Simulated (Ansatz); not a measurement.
# Notes on BaTiO3

```yaml
crystal:
  lattice:
    - [4.02129, 4.02129, 0.00000]
    - [4.02129, -4.02129, 0.00000]
    - [0.00000, 0.00000, 4.03959]
  atoms:
    - { symbol: Ba, position: [0.00000, 0.00000, 0.00000] }
    - { symbol: Ba, position: [0.50000, 0.50000, 0.00000] }
    - { symbol: Ti, position: [0.00000, 0.50000, 0.48200] }
    - { symbol: Ti, position: [0.50000, 0.00000, 0.48200] }
    - { symbol: O, position: [0.00000, 0.50000, 0.01600] }
    - { symbol: O, position: [0.50000, 0.00000, 0.01600] }
    - { symbol: O, position: [0.25000, 0.25000, 0.51500] }
    - { symbol: O, position: [0.75000, 0.75000, 0.51500] }
    - { symbol: O, position: [0.25000, 0.75000, 0.51500] }
    - { symbol: O, position: [0.75000, 0.25000, 0.51500] }
```

Level: PBE, with U = 5.19 eV and J = 0.69 eV on Ti d (atomic projectors), no spin polarisation; 420 eV; 5×5×6 Γ-centred mesh; fermi-dirac occupations (width 0.0243 eV); Ansatz 0.2.0, fixed geometry.

Electronic structure: The gap is 2.18 eV, indirect (the least direct gap found is 2.23 eV).
Charges: Bader charges in e: Ba +1.53, Ti +2.29, O -1.27. In the mean Ti gives up most and O takes most.
Contacts: Ti–O at 1.88 Å: least valence density 0.88 e/Å³ and ELF 0.25 there. Ba–O at 2.81 Å: least valence density 0.18 e/Å³ and ELF 0.10 there, a closed-shell (ionic or weak) contact. Both are smooth PAW fields, read partly inside the augmentation spheres.
Band edges: Within 0.7 eV of the edges, the states project mainly on O p (95 %) below the gap and on Ti d (90 %) above it.
Forces: The largest is on Ti3 (and as large on other atoms): 0.28 eV/Å, components (0.00, 0.00, 0.28). It makes 180° with the line to a nearest neighbour, O5 at 1.88 Å, pointing away from it.
Stress: The pressure is 2.2 GPa (compression positive), so with the atoms held at these fractions the cell would first expand. The principal stresses 1.8, 1.8, 3.2 GPa differ, so its shape would change too.

Origin: a database entry at a rescaled volume.
